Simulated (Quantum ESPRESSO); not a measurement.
# TiTa3SnMg2Al: input and log of a self-consistent run

Computed values, not a measurement. The program is pw.x of Quantum ESPRESSO 7.5 (plane-wave density functional theory). The cell is made up: eight metal atoms on a face-centred cubic lattice, with elements, volume, strain and displacements drawn at random and not relaxed, so it may be unstable or far from any real phase. PseudoDojo standard norm-conserving files set the functional (PBE unless stated); there is no spin polarisation or spin-orbit coupling, the Fermi-Dirac width of 0.25 eV means electrons at about 2900 K, and the masses in the input are unused placeholders. The tin pseudopotential is less sure than most, with forces differing by about three percent from a second method on plain tin. Heavy elements are run without spin-orbit coupling, which real alloys of them have. A spin test at this wide smearing found no moment, but such smearing suppresses magnetism that the real alloy may have.

Input:

```
&control calculation='scf', pseudo_dir='./dojo.nc.sr.pbe.v0_5.standard.upf', outdir='./o', disk_io='minimal', tprnfor=.true., tstress=.true. /
&system ibrav=0, nat=8, ntyp=5, nbnd=57, ecutwfc=84.00895049, nosym=.true., tot_charge=0,
 occupations='smearing', smearing='fd', degauss=0.0183746611
/
&electrons conv_thr=1.470e-08, electron_maxstep=70, mixing_beta=0.5 /
ATOMIC_SPECIES
Al 1.0 Al.upf
Mg 1.0 Mg.upf
Sn 1.0 Sn.upf
Ta 1.0 Ta.upf
Ti 1.0 Ti.upf
CELL_PARAMETERS angstrom
-0.0297 -2.1776 -2.211
-6.4022 -2.1676 -0.0992
-2.225 4.3103 -6.6178
ATOMIC_POSITIONS angstrom
Ti -0.0211 0.0005 -0.0417
Ta -2.177 2.1727 -4.4175
Sn -2.165 -0.0202 -2.2428
Mg -4.3662 2.1504 -6.5814
Al -4.2997 -0.0219 -4.4172
Ta -4.3023 -2.1878 -2.2531
Ta -6.461 -0.0184 -6.6602
Mg -6.4565 -2.1936 -4.511
K_POINTS automatic
8 4 3 1 1 1
```

The log is shortened where brackets say so; the opening notice, blank lines, dates and the lines on written files are dropped, and the path of the files is cut. It prints rydbergs, bohrs and kilobars, and counts compression as positive stress. Its total energy is the free energy E - TS of the whole cell.

```
     Program PWSCF v.7.5
     Parallel version (MPI & OpenMP), running on       4 processor cores
     Number of MPI processes:                 4
     Threads/MPI process:                     1
     [start-up lines left out]
     bravais-lattice index     =            0
     lattice parameter (alat)  =       5.8647  a.u.
     unit-cell volume          =    1100.1075 (a.u.)^3
     number of atoms/cell      =            8
     number of atomic types    =            5
     number of electrons       =        88.00
     number of Kohn-Sham states=           57
     kinetic-energy cutoff     =      84.0090  Ry
     charge density cutoff     =     336.0358  Ry
     scf convergence threshold =      1.5E-08
     mixing beta               =       0.5000
     number of iterations used =            8  plain     mixing
     Exchange-correlation= PBE
                           (   1   4   3   4   0   0   0)
     [axes and pseudopotential details left out]
   Cartesian axes
     site n.     atom                  positions (alat units)
         1        Ti     tau(   1) = (  -0.0067989   0.0001611  -0.0134367  )
         2        Ta     tau(   2) = (  -0.7014795   0.7000939  -1.4234201  )
         3        Sn     tau(   3) = (  -0.6976128  -0.0065089  -0.7226817  )
         4        Mg     tau(   4) = (  -1.4068901   0.6929083  -2.1206784  )
         5        Al     tau(   5) = (  -1.3854622  -0.0070567  -1.4233234  )
         6        Ta     tau(   6) = (  -1.3863000  -0.7049595  -0.7260006  )
         7        Ta     tau(   7) = (  -2.0818828  -0.0059289  -2.1460696  )
         8        Mg     tau(   8) = (  -2.0804328  -0.7068284  -1.4535479  )
     number of k points=    48  Fermi-Dirac smearing, width (Ry)=  0.0184
                       cart. coord. in units 2pi/alat
        k(    1) = (  -0.0539157  -0.0164840  -0.0707680), wk =   0.0416667
        k(    2) = (   0.0041676  -0.1960985   0.1053529), wk =   0.0416667
     [further k points left out]
     Dense  grid:   114405 G-vectors     FFT dimensions: (  36,  75,  96)
     Estimated max dynamical RAM per process >     345.46 MB
     Estimated total dynamical RAM >       1.27 GB
     Initial potential from superposition of free atoms
     starting charge      87.9901, renormalised to      88.0000
     Starting wfcs are   63 randomized atomic wfcs
     total cpu time spent up to now is        4.4 secs
     per-process dynamical memory:   264.5 Mb
     Self-consistent Calculation
     iteration #  1     ecut=    84.01 Ry     beta= 0.50
     Davidson diagonalization with overlap
     ethr =  1.00E-02,  avg # of iterations =  2.9
     Threshold (ethr) on eigenvalues was too large:
     Diagonalizing with lowered threshold
     Davidson diagonalization with overlap
     ethr =  4.44E-04,  avg # of iterations =  4.8
     total cpu time spent up to now is       21.5 secs
     total energy              =    -908.93409529 Ry
     estimated scf accuracy    <       0.39067748 Ry
     iteration #  2     ecut=    84.01 Ry     beta= 0.50
     Davidson diagonalization with overlap
     ethr =  4.44E-04,  avg # of iterations =  7.1
     total cpu time spent up to now is       31.9 secs
     total energy              =    -908.73860348 Ry
     estimated scf accuracy    <       4.24587223 Ry
     iteration #  3     ecut=    84.01 Ry     beta= 0.50
     Davidson diagonalization with overlap
     ethr =  4.44E-04,  avg # of iterations =  7.4
     total cpu time spent up to now is       43.2 secs
     total energy              =    -909.01337200 Ry
     estimated scf accuracy    <       0.54662852 Ry
     iteration #  4     ecut=    84.01 Ry     beta= 0.50
     Davidson diagonalization with overlap
     ethr =  4.44E-04,  avg # of iterations =  2.0
     total cpu time spent up to now is       50.7 secs
     total energy              =    -909.03484623 Ry
     estimated scf accuracy    <       0.77807453 Ry
     iteration #  5     ecut=    84.01 Ry     beta= 0.50
     Davidson diagonalization with overlap
     ethr =  4.44E-04,  avg # of iterations =  1.4
     total cpu time spent up to now is       57.6 secs
     total energy              =    -909.07823749 Ry
     estimated scf accuracy    <       0.07568997 Ry
     [iterations 6 to 11 left out]
     iteration # 12     ecut=    84.01 Ry     beta= 0.50
     Davidson diagonalization with overlap
     ethr =  2.57E-09,  avg # of iterations =  2.9
     total cpu time spent up to now is      117.0 secs
     total energy              =    -909.08756790 Ry
     estimated scf accuracy    <       0.00000240 Ry
     iteration # 13     ecut=    84.01 Ry     beta= 0.50
     Davidson diagonalization with overlap
     ethr =  2.57E-09,  avg # of iterations =  2.0
     total cpu time spent up to now is      124.4 secs
     total energy              =    -909.08756813 Ry
     estimated scf accuracy    <       0.00000188 Ry
     iteration # 14     ecut=    84.01 Ry     beta= 0.50
     Davidson diagonalization with overlap
     ethr =  2.13E-09,  avg # of iterations =  1.0
     total cpu time spent up to now is      131.1 secs
     total energy              =    -909.08756817 Ry
     estimated scf accuracy    <       0.00000118 Ry
     iteration # 15     ecut=    84.01 Ry     beta= 0.50
     Davidson diagonalization with overlap
     ethr =  1.34E-09,  avg # of iterations =  1.0
     total cpu time spent up to now is      137.9 secs
     total energy              =    -909.08756826 Ry
     estimated scf accuracy    <       0.00000009 Ry
     iteration # 16     ecut=    84.01 Ry     beta= 0.50
     Davidson diagonalization with overlap
     ethr =  1.07E-10,  avg # of iterations =  2.0
     total cpu time spent up to now is      145.3 secs
     End of self-consistent calculation
     [lines on levels left out]
!    total energy              =    -909.08756826 Ry
     estimated scf accuracy    <       0.00000001 Ry
     smearing contrib. (-TS)   =      -0.11679941 Ry
     internal energy E=F+TS    =    -908.97076885 Ry
     The total energy is F=E-TS. E is the sum of the following terms:
     one-electron contribution =    -382.76013411 Ry
     hartree contribution      =     214.05896401 Ry
     xc contribution           =    -183.76391987 Ry
     ewald contribution        =    -556.50567888 Ry
     convergence has been achieved in  16 iterations
     Forces acting on atoms (cartesian axes, Ry/au):
     atom    1 type  5   force =     0.03671081   -0.00671754    0.00643113
     atom    2 type  4   force =     0.00479489    0.02358457   -0.02168411
     atom    3 type  3   force =    -0.00704570   -0.00272648    0.00563213
     atom    4 type  2   force =     0.00599965   -0.00775231   -0.00196800
     atom    5 type  1   force =    -0.00741475    0.01597847   -0.01858658
     atom    6 type  4   force =    -0.01162216   -0.03041007    0.02848714
     atom    7 type  4   force =    -0.03495942    0.00176824    0.00587611
     atom    8 type  2   force =     0.01353667    0.00627511   -0.00418783
     Total force =     0.081850     Total SCF correction =     0.000244
     Computing stress (Cartesian axis) and pressure
          total   stress  (Ry/bohr**3)                   (kbar)     P=      -70.67
  -0.00032013  -0.00011301   0.00005035          -47.09      -16.62        7.41
  -0.00011301  -0.00055073   0.00001658          -16.62      -81.02        2.44
   0.00005035   0.00001658  -0.00057040            7.41        2.44      -83.91
     init_run     :      4.14s CPU      4.27s WALL (       1 calls)
     electrons    :    140.46s CPU    140.98s WALL (       1 calls)
     forces       :      1.53s CPU      1.55s WALL (       1 calls)
     stress       :      5.67s CPU      5.67s WALL (       1 calls)
     [timing details left out]
     PWSCF        :   2m31.92s CPU   2m32.65s WALL
     JOB DONE.
```

In other units: free energy -12368.766 eV for the cell, pressure -7.07 GPa, largest force component 0.944 eV/Å in size. The run took 154 s of wall time with four MPI processes on a shared machine (AMD EPYC, Zen 5, virtual cores), so the time is rough. A rerun of this cell at a higher cutoff and on a denser mesh moved values by no more than 0.004 eV in energy, 0.07 GPa in stress and 0.010 eV/Å in force, and a second program with other atomic files agreed on that cell to 2 % rms in force and 0.5 GPa in pressure.